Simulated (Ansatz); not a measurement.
Level of theory: Ansatz 0.2.0, DFT PBE, scalar-relativistic, plane waves, PAW. All cells share a 420 eV cutoff and Γ-centred k meshes spaced about 0.3 Å⁻¹ or finer (0.25 for metals, 2π included). No spin polarisation.

This relaxed ZrGe₂Pd₃ cell comes from a structure search over trial cells.

```xyz
6
Lattice="4.3524 0.0000 0.0000 -2.1762 3.7693 0.0000 0.0000 0.0000 6.0298" Properties=species:S:1:pos:R:3 pbc="T T T"
Zr    0.0000    0.0000    0.0000
Ge    0.0000    2.5129    4.5074
Ge    2.1762    1.2564    1.5224
Pd    0.0000    2.5129    1.7806
Pd    2.1762    1.2564    4.2491
Pd    0.0000    0.0000    3.0149
```

Wave vectors count in units of this cell's reciprocal vectors.

Task: Is this structure dynamically stable?

Result: No. The phonons on a 2×2×1 q mesh of the computed 6-atom cell go imaginary, to 44i cm⁻¹ at q = (0.00, -0.50, 0.00). (Phonon run: 12×12×6 k mesh, Gaussian smearing of 0.10 eV.) With atoms moved at random and symmetry off, it falls by 83 meV/atom into P2_1/m (No. 11). Conventional cell: a = 6.305 Å, b = 3.987 Å, c = 7.844 Å, β = 90.7°. Zr has 5 Ge at 2.80–2.93 Å, 6 Pd at 2.94–3.13 Å, 2 Pd at 3.32–3.33 Å and 2 Zr at 3.57 Å; Ge on its first site has 4 Pd at 2.50–2.57 Å, 2 Pd at 2.77 Å and 3 Zr at 2.80–2.87 Å; Ge on its second site has 7 Pd at 2.54–2.65 Å and 2 Zr at 2.93 Å; Pd on its first site has 4 Ge at 2.50–2.57 Å, 5 Pd at 2.93–3.09 Å, 2 Zr at 2.94 Å and 1 Zr at 3.13 Å; 2 more sites not described.

```cif
data_structure
_symmetry_space_group_name_H-M 'P 1'
_symmetry_Int_Tables_number 1
_cell_length_a 6.3047
_cell_length_b 3.9873
_cell_length_c 7.8439
_cell_angle_alpha 90.000
_cell_angle_beta 90.687
_cell_angle_gamma 90.000
_cell_volume 197.17
loop_
_atom_site_label
_atom_site_type_symbol
_atom_site_fract_x
_atom_site_fract_y
_atom_site_fract_z
_atom_site_occupancy
Zr1 Zr 0.96169 0.25000 0.18563 1
Zr2 Zr 0.03831 0.75000 0.81437 1
Ge1 Ge 0.26646 0.75000 0.13335 1
Ge2 Ge 0.27013 0.25000 0.61638 1
Ge3 Ge 0.73354 0.25000 0.86665 1
Ge4 Ge 0.72987 0.75000 0.38361 1
Pd1 Pd 0.65258 0.75000 0.06240 1
Pd2 Pd 0.85461 0.25000 0.55870 1
Pd3 Pd 0.34742 0.25000 0.93760 1
Pd4 Pd 0.14539 0.75000 0.44131 1
Pd5 Pd 0.46465 0.25000 0.32140 1
Pd6 Pd 0.53535 0.75000 0.67860 1
```

Phonons of metals hang on the k mesh and the smearing.
